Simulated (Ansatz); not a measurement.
# BaTiO₃: excitons and shallow donors from band masses and screening

These are results of Ansatz 0.2.0, DFT r2SCAN, scalar-relativistic, plane waves, PAW, not measurements.

Cutoff 500 eV; k points 8×8×8 on the computed 5-atom cell (Γ-centred); Gaussian smearing, width 0.02 eV; no spin polarisation.

Relaxed cell: Pm-3m, a = 3.994 Å, b = 3.994 Å, c = 3.994 Å, α = 90.00°, β = 90.00°, γ = 90.00°, 5 atoms in the primitive cell. Whether it is the stable form of this composition wasn't checked.

The calculation gives a Kohn–Sham gap of 2.17 eV, an electron mass of 0.631 mₑ and a hole mass of 1.18 mₑ (harmonic means over x, y, z and over the bands degenerate at each edge), and ε∞ = 6.04 (independent particles, mean of the diagonal).

Q: Estimate the binding energy and radius of a Wannier–Mott exciton and of a shallow donor, and say whether the hydrogenic model can hold.

A: The reduced mass is μ = mₙmₕ/(mₙ + mₕ) = 0.411 mₑ, with mₙ and mₕ the band masses. With E_b = 13.606 eV × μ/ε² and a = 0.529 Å × ε/μ (μ in mₑ) the exciton has E_b = 153 meV and a = 7.8 Å. For a donor μ is the electron mass: 235 meV and 5.1 Å. The radius isn't large against the shortest lattice vector (3.99 Å), so the continuum picture is doubtful and the numbers are only a scale. In a polar crystal the ions screen too, so a state bound more weakly than an optical phonon feels the larger static constant, which lowers the energy and widens the orbit. The other way, the small Kohn–Sham gap and the missing local fields make ε∞ too large and the masses tend to be too light, which underbinds. The edges lie at different points of the zone, so the exciton is indirect.

Spin-orbit coupling is left out, which matters for the bands of heavy elements.

Symmetry holds off the tilts and polar distortions that many cubic perovskites undergo.

Cost: 4 runs of about 1.7 core-minutes in all, on Intel Xeon 6975P-C (Granite Rapids) (shared hosts).